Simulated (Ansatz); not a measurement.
Polymorphs of Ru, each relaxed with the program Ansatz at the r²SCAN level (PAW):

A: P-3m1
a = b = 2.6861 Å, c = 17.3422 Å, α = β = 90.00°, γ = 120.00°

```
atom  site  symmetry       x       y       z
----  ----  --------  ------  ------  ------
Ru      2c       3m.  0.0000  0.0000  0.3120
Ru      2d       3m.  0.6667  0.3333  0.1849
Ru      2d       3m.  0.3333  0.6667  0.0605
Ru      2d       3m.  0.3333  0.6667  0.4367
```

B: body-centred tetragonal (I4/mmm)
a = b = 3.2272 Å, c = 2.7202 Å, α = β = γ = 90.00°

```csv
atom,site,symmetry,x,y,z
Ru,2a,4/mmm,0.0000,0.0000,0.0000
```

Problem. Rank these by energy per atom at 0 K (lowest first), as r²SCAN gives it.

Solution. A (+0 meV/atom), B (+369 meV/atom)

Spin orders computed, not proven ground states: B ferromagnetic. Typed or built starts, not in the databases checked: A; B. Not the usual ambient phase: A; B. All cells were relaxed under the symmetry of their starts (and spin orders); stability against distortions was not tested throughout. Rows with no word on spin ran without spin polarisation. Spin–orbit coupling is left out wherever it is not named.

Energies hold the estimated change up to a 700 eV cutoff; steps of a few meV lie near the error of the meshes.

Potentials: the later of the program's two PAW sets.
